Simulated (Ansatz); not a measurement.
Relaxed-ion elastic tensor of Bi (A7 (α-As type), R-3m) in GPa (Voigt order), r²SCAN in the plane-wave PAW code Ansatz; density 9.45 g/cm³, 36.72 Å³ per atom.

```
69.6  25.6  19.9  -6.9   0.0   0.0
25.6  69.6  19.9   6.9   0.0   0.0
19.9  19.9  25.5   0.0   0.0   0.0
-6.9   6.9   0.0  10.4   0.0   0.0
 0.0   0.0   0.0   0.0  10.4  -6.9
 0.0   0.0   0.0   0.0  -6.9  22.0
```

Task: Is the crystal mechanically stable?

Result: Yes: the smallest eigenvalue of C is 7.2 GPa.

Task: Work out the Voigt, Reuss and Hill averages.

Result: K_V = 32.9, K_R = 24.6, K_H = 28.7; G_V = 15.2, G_R = 10.5, G_H = 12.8 GPa.

Task: Give Young's modulus, Poisson's ratio, Pugh's ratio and the universal anisotropy index.

Result: E = 9KG/(3K + G) = 33.5 GPa; ν = 0.31; K/G = 2.24 (ductile by the Pugh limit of 1.75); A_U = 5G_V/G_R + K_V/K_R − 6 = 2.58.

Task: Estimate the sound speeds and the Debye temperature.

Result: v_l = √((K + 4G/3)/ρ) = 2200 m/s, v_t = √(G/ρ) = 1170 m/s, mean 1300 m/s; Θ = (h/k)(3n/4πV)^(1/3) v_m = 117 K.

Task: Solve the Christoffel equation for the three sound speeds along x, y, z.

Result: Eigenvalues of C_ijkl n_j n_l equal ρv². In km/s, slowest first: x 0.87, 1.63, 2.71; y 1.01, 1.53, 2.73; z 1.05, 1.05, 1.64.

Task: How much does each axis shrink under pressure?

Result: Linear compressibilities β_i = Σ_j S_ij (j = 1 to 3): x 3.4, y 3.4, z 34 per TPa.

The r²SCAN relaxation kept the symmetry of its start; of distortions, only those at the zone centre were tested. As this level gives no gap, shear constants depend on the k-mesh and smearing (Fermi–Dirac, 0.1 eV here). Spin–orbit coupling is left out wherever it is not named.

Potentials: the earlier of the program's two PAW sets.
